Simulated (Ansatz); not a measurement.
# FeMo2: reading a single point

```yaml
crystal:
  lattice:
    - [4.94785, 0.00000, 0.00000]
    - [-2.47392, 4.28496, 0.00000]
    - [0.00000, 0.00000, 8.05033]
  atoms:
    - { symbol: Mo, position: [0.83031, 0.66062, 0.25000] }
    - { symbol: Mo, position: [0.16969, 0.83031, 0.75000] }
    - { symbol: Mo, position: [0.33938, 0.16969, 0.25000] }
    - { symbol: Mo, position: [0.16969, 0.33938, 0.75000] }
    - { symbol: Mo, position: [0.83031, 0.16969, 0.25000] }
    - { symbol: Mo, position: [0.66062, 0.83031, 0.75000] }
    - { symbol: Mo, position: [0.00000, 0.00000, 0.00000] }
    - { symbol: Mo, position: [0.00000, 0.00000, 0.50000] }
    - { symbol: Fe, position: [0.33330, 0.66670, 0.06161] }
    - { symbol: Fe, position: [0.66660, 0.33330, 0.56161] }
    - { symbol: Fe, position: [0.33330, 0.66670, 0.43839] }
    - { symbol: Fe, position: [0.66670, 0.33340, 0.93839] }
```

The numbers come from plane-wave PAW DFT (Ansatz): r2SCAN, no spin polarisation, 500 eV, 8×8×4 Γ-centred k points, fermi-dirac occupations (width 0.1076 eV). Nothing was relaxed.

Q: Give the Bader charges.

A: Bader charges in e: Fe -0.14, Mo -0.03 to +0.10. In the mean Mo gives up most and Fe takes most, against the order of Pauling's electronegativities.

Q: Describe some of the short contacts.

A: Mo–Mo at 2.43 Å: least valence density 0.62 e/Å³ and ELF 0.28 there. Fe–Mo at 2.87 Å: least valence density 0.26 e/Å³ and ELF 0.32 there. Fe–Fe at 3.02 Å: least valence density 0.18 e/Å³ and ELF 0.29 there. Both are smooth PAW fields, read partly inside the augmentation spheres.

Q: Is there a gap?

A: It is a metal, with about 10 states/eV a cell as the mean within 0.25 eV of the Fermi level, mostly Fe d (63 %) and Mo d (33 %).

Q: Is the cell too large or too small?

A: The pressure is 12.3 GPa (compression positive), so with the atoms held at these fractions the cell would first expand. The principal stresses 8.1, 14.4, 14.4 GPa differ, so its shape would change too.

Origin: a known structure type with other elements, at an estimated volume, so it need not be a known compound. Caveats: no spin polarisation, so a magnetic state may lie lower.
